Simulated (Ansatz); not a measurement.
Nb: energy along a strain

Nb, Fm-3m, a = 4.230 Å (as given, not relaxed at this level: -6.9 GPa). This isn't the element's structure at ambient conditions. Ansatz: PBEsol, PAW, 420 eV, Γ-centred 20×20×20 mesh on 1 atom, Gaussian smearing 0.15 eV; no spin polarisation. Cell vectors (Å): 0.000 2.115 2.115; 2.115 0.000 2.115; 2.115 2.115 0.000. The cell is strained by x per cent times the pattern (0 0 1 0 0 0) in the order xx yy zz yz xz xy (engineering shears), with fractional coordinates held. y is the free energy over the start, V0 = 18.922 Å³/atom.

```
x (%) y (meV/atom)
-2.00             ?
-1.50        -12.77
-1.00         -8.39
-0.50         -4.14
 0.00          0.00
 0.50          4.04
 1.00          8.00
 1.50         11.91
 1.75         13.87
 2.00         15.82
```

**Question.** Fit y = c1 x + c2 x² + c3 x³ to the other rows, get the stiffness along the pattern, and predict the missing energy.

**Answer.** Least squares on the rows shown. y = 8.1604 x − 0.18997 x² + 0.031766 x³. The clamped-ion stiffness p·C·p = 2 × -1.900 eV × 160.2 / 18.922 Å³ = -32 GPa, which is C33 in these axes (C11 of the cubic crystal) (second derivative at the start, which stands under stress). With a term in x⁴ added, the coefficient of x² becomes -0.2012, 6 % more, which shows how far this figure hangs on the form. At x = -2.00 the fit asked for gives -17.33 meV/atom. The run gave -17.27 meV/atom, so the fit is 0.06 meV/atom too low, a small miss on the scale of the series.